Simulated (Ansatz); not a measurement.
Starting cell, BaTiO3 (tetragonal-perovskite type, space group P4mm):

```yaml
crystal:
  lattice:
    - [3.95547, 0.00000, 0.00000]
    - [0.00000, 3.95547, 0.00000]
    - [0.00000, 0.00000, 4.04610]
  atoms:
    - { symbol: Ti, position: [0.50000, 0.50000, 0.44711] }
    - { symbol: Ba, position: [0.00000, 0.00000, 0.93192] }
    - { symbol: O, position: [0.50000, 0.50000, 0.90181] }
    - { symbol: O, position: [0.50000, 0.00000, 0.41258] }
    - { symbol: O, position: [0.00000, 0.50000, 0.41258] }
```

In this cell atom 4 (O, nearest neighbour Ti at 1.983 Å; its periodic images, 4.0 Å or more away, move with it) is moved by s along Cartesian [110], unit vector (0.707, 0.707, 0.000); all other atoms and the cell stay fixed.

Method: PBEsol (plane waves to 420 eV, PAW, scalar-relativistic; Ansatz, a quantum-chemistry and plane-wave program). k mesh 7×7×7 (Γ-centred), Fermi-Dirac smearing 0.05 eV. E stands for the smeared free energy. F∥ is the force on the atom along that direction. F⊥ is the part of the force across the line. BaTiO3 is run without spin polarisation. BaTiO3 was relaxed with its symmetry unable to fall. The PAW data are Ansatz's earlier set. ΔE is measured from the undisplaced structure.

| s (Å) | F∥ (eV/Å) | ΔE (meV/cell) | |F⊥| (eV/Å) |
|---|---|---|---|
| -0.200 | 1.356 | (withheld) | 0.325 |
| -0.160 | 1.046 | 80.8 | 0.215 |
| -0.120 | 0.761 | (withheld) | 0.135 |
| -0.080 | 0.496 | 19.6 | (withheld) |
| -0.040 | 0.244 | 4.9 | 0.035 |
| 0.000 | 0.000 | 0.0 | 0.000 |
| 0.040 | -0.244 | 4.9 | 0.035 |
| 0.080 | -0.496 | 19.6 | (withheld) |
| 0.120 | -0.761 | (withheld) | 0.135 |
| 0.160 | -1.046 | 80.8 | 0.215 |
| 0.200 | -1.356 | (withheld) | 0.325 |

Task: What belongs in the gaps?

Result: 
- -0.200, ΔE (meV/cell): 128.7
- -0.120, ΔE (meV/cell): 44.7
- -0.080, |F⊥| (eV/Å): 0.077
- 0.080, |F⊥| (eV/Å): 0.077
- 0.120, ΔE (meV/cell): 44.7
- 0.200, ΔE (meV/cell): 128.7

(A displaced cell: forces are minus the slopes of the energy, force constants its curvatures, and phonons follow from these.)
